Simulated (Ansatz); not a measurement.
HgPd: pressure against volume

HgPd, P4/mmm, a = 3.010 Å, c = 3.742 Å. The structure is a COD entry; whether it is the stable form wasn't checked. Ansatz: PBEsol, PAW, 420 eV, Γ-centred 14×14×12 mesh on 2 atoms, Gaussian smearing 0.10 eV; no spin polarisation. Shape and atoms are relaxed at each volume; pressure is positive in compression.

```
V (Å³/atom) P (GPa)
     14.913        ?
     15.422    18.11
     15.930    10.83
     16.439     4.87
     16.947     0.00
     17.456    -3.98
     17.964    -7.22
     18.642   -10.61
```

**Question.** Take V0 = 16.947 Å³/atom, fit the third-order Birch–Murnaghan form to the other rows, and predict the missing pressure.

**Answer.** With the Eulerian strain f = ½[(V0/V)^(2/3) − 1] and y = P/[3f(1 + 2f)^(5/2)], the form is the line y = B0 + 1.5 B0 (B0′ − 4) f. Rows (f, y): 0.03244, 159.0; 0.02106, 154.6; 0.01025, 150.5; -0.00977, 142.7; -0.01905, 139.2; -0.03079, 134.6. Means f = 0.0006900, y = 146.77; Σ(Δf)² = 0.003004, ΣΔfΔy = 1.159; the slope is their ratio. y = 146.5 + 385.6 f GPa, so B0 = 146.5 GPa and B0′ = 4 + 2 × (385.6)/(3 × 146.5) = 5.75. At V = 14.913, f = 0.04449, y = 163.66 and P = 27.03 GPa. The run gave 26.97 GPa, so the fit is 0.06 GPa too high, a small miss on the scale of the series.

Spin–orbit coupling is left out, which can shift energies with elements as heavy as these.